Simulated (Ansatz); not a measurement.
**Computed properties of AlP**

AlP:
```yaml
crystal:
  lattice:
    - [3.57030, 0.00000, 0.00000]
    - [-1.78515, 3.09197, 0.00000]
    - [0.00000, 0.00000, 5.75672]
  atoms:
    - { symbol: Al, position: [0.00000, 0.00000, 0.00000] }
    - { symbol: Al, position: [0.00000, 0.00000, 0.50000] }
    - { symbol: P, position: [0.33333, 0.66667, 0.25000] }
    - { symbol: P, position: [0.66667, 0.33333, 0.75000] }
```

Space group P6_3/mmc (No. 194), NiAs type; conventional cell a = 3.5703 Å, b = 3.5703 Å, c = 5.7567 Å, α = 90.00°, β = 90.00°, γ = 120.00°.

Method: PBEsol in the plane-wave PAW code Ansatz. The cell and atoms are relaxed at this level. Other levels are named where they apply.

**Cell and energy**

```yaml
volume_per_atom: 15.89 Å³
density: 3.03 g/cm³
Formation energy from the elements (no fitted shifts): -0.41 eV/atom
```

**Electronic structure**

```yaml
electronic_character: metallic (no gap)
Density of states at the Fermi level: 0.18 states/eV per atom (mean over ±0.08 eV)
```

**Mechanics**

```yaml
Bulk modulus (Birch–Murnaghan fit): 110 GPa
Pressure derivative B′: 4.2
Elastic constants (relaxed ions, GPa): C11 = 182, C12 = 77.3, C13 = 67.8, C33 = 203, C44 = 44.5
mechanical_stability: stable (all eigenvalues of C positive)
hill_bulk_and_shear_moduli: 110 and 51.3 GPa
Young's modulus: 133 GPa
Poisson's ratio: 0.30
debye_temperature_from_the_elastic_constants: 544 K
```

**Phonons**

```yaml
highest_zone_centre_frequency: 423 cm⁻¹
zone_centre_stability: no imaginary mode at Γ
```

The start of the workflow was typed in or built on a structure type; neither database checked (COD, Materials Project) lists it. It is not the phase usual at ambient conditions (space group No. 216). Symmetry was held in the PBEsol relaxation. As this level gives no gap, shear constants depend on the k-mesh and smearing (Fermi–Dirac, 0.1 eV here). As this level gives no gap, phonon frequencies hold no LO–TO term and depend on the k-mesh and smearing (Fermi–Dirac, 0.1 eV here). On the denser mesh and wider smearing of the elastic run this cell carries a stress of 0.5 GPa. The references are the lowest solids computed at this level, not always the standard phases.

Potentials: the earlier of the program's two PAW sets. The files were generated under PBE; for other functionals the program regenerates the frozen cores, and for LDA and PBEsol the local potential too.
